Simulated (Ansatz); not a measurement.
# BiTe in the PbO-type structure

Computed with Ansatz (plane waves, PAW, 420 eV cutoff): PBE, scalar-relativistic, no spin polarisation, 6×6×8 k-mesh, Gaussian smearing of 0.05 eV; PAW files: Ansatz's generated set soft_2.

```
Bi Te
1.0
     5.61672    0.00000    0.00000
     0.00000    5.61672    0.00000
     0.00000    0.00000    4.15736
Bi Te
2 2
Direct
  0.50000 0.00000 0.34940
  0.00000 0.50000 0.65060
  0.00000 0.00000 0.00000
  0.50000 0.50000 0.00000
```

The start was a prototype's sites filled with these elements. The Crystallography Open Database lists the compound in space groups P-3m1, Fm-3m (rock salt), so this is a trial structure.

Q: Which orbitals carry the states at the Fermi level, and how many states are there?

A: Within 0.1 eV of it: Bi 6p 65 %, Te 5p 31 % (shares among the projected shells). The density of states at the Fermi level is about 2.8 states/eV per cell, averaged over 0.3 eV.

Density of states (tetrahedra, averaged over 0.5 eV; states/eV per cell of 4 atoms; energy in eV from the Fermi level; projections on Löwdin-orthogonalised atomic orbitals, summed over sites):

```tsv
E	total	Te 5p	Bi 6p	Te 5s	Bi 6s
-5.60	0.04	0.02	0.02	0.00	0.00
-5.10	1.71	0.94	0.74	0.01	0.01
-4.60	3.07	1.71	1.25	0.05	0.04
-4.10	2.84	1.58	1.12	0.07	0.06
-3.60	2.89	1.66	1.05	0.06	0.10
-3.10	3.46	2.04	1.20	0.07	0.12
-2.60	3.16	1.92	1.06	0.06	0.09
-2.10	3.21	2.10	0.92	0.06	0.09
-1.60	2.72	1.80	0.75	0.05	0.08
-1.10	1.97	1.33	0.56	0.02	0.02
-0.60	1.30	0.39	0.81	0.03	0.01
-0.10	2.44	0.72	1.51	0.08	0.03
0.40	2.95	0.93	1.74	0.11	0.03
0.90	2.87	0.88	1.72	0.08	0.02
1.40	3.96	1.33	2.31	0.08	0.02
1.90	3.50	1.20	2.03	0.04	0.02
2.40	4.36	1.54	2.53	0.03	0.02
2.90	1.52	0.56	0.87	0.01	0.00
3.40	0.08	0.01	0.01	0.00	0.00
3.90	0.22	0.00	0.00	0.00	0.00
4.40	0.67	0.00	0.01	0.00	0.00
4.90	1.34	0.01	0.02	0.00	0.00
5.40	2.04	0.03	0.02	0.00	0.00
5.90	2.63	0.04	0.04	0.00	0.00
```

These numbers lack spin–orbit coupling.
